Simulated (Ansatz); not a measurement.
SiO₂:
Space group P-3m1 (No. 164); a = b = 2.6984 Å, c = 5.5443 Å, α = β = 90.00°, γ = 120.00°

```
atom  site  symmetry       x       y       z
----  ----  --------  ------  ------  ------
Si      1a      -3m.  0.0000  0.0000  0.0000
O       2d       3m.  0.3333  0.6667  0.1652
```

Relaxed with PBE. Plane-wave PAW PBE (Ansatz code) gives a gap of 6.25 eV.

Problem. What gap does HSE06 give on the same cell (Ansatz, PAW)?

Solution. 8.20 eV, 1.95 eV more. The hybrid was solved on a coarser mesh and at special points; its gap is the smallest among all of these.

```tsv
k	v1 PBE	c1 PBE	v1 HSE06	c1 HSE06
Γ	-0.47	6.25	-0.48	8.20
A	-0.86	6.91	___	___
K	-0.73	10.45	___	___
H	-0.67	10.50	___	___
M	-0.90	7.95	-0.96	9.99
L	-0.90	7.96	___	___
```

Problem. Top valence (v1) and lowest conduction level (c1) in eV from each method's valence maximum (which need not be a listed point): supply the withheld HSE06 values.

Solution. 
- H, v1 HSE06: -0.72
- H, c1 HSE06: 12.88
- A, v1 HSE06: -0.85
- A, c1 HSE06: 8.98
- K, v1 HSE06: -0.78
- K, c1 HSE06: 12.80
- L, v1 HSE06: -0.97
- L, c1 HSE06: 10.00

Cost on shared cores: the PBE run (SCF on a 12×12×5 mesh, then bands and DOS) about 18 core-seconds (a rough figure), the HSE06 run (SCF on 9×9×4, then a few points) around 90 core-seconds (rough); the tasks are unlike.

The cell is a constructed one: a structure type filled with these elements; neither database checked (COD, Materials Project) lists it. It is not the phase usual at ambient conditions (space group No. 92, 152, 154). The PBE relaxation kept the symmetry of its start; whether a distortion lowers the energy is not shown. A crystal of weakly bound layers computed without a dispersion correction: the cell and the soft elastic constants depend strongly on that.

Potentials: the later of the program's two PAW sets.
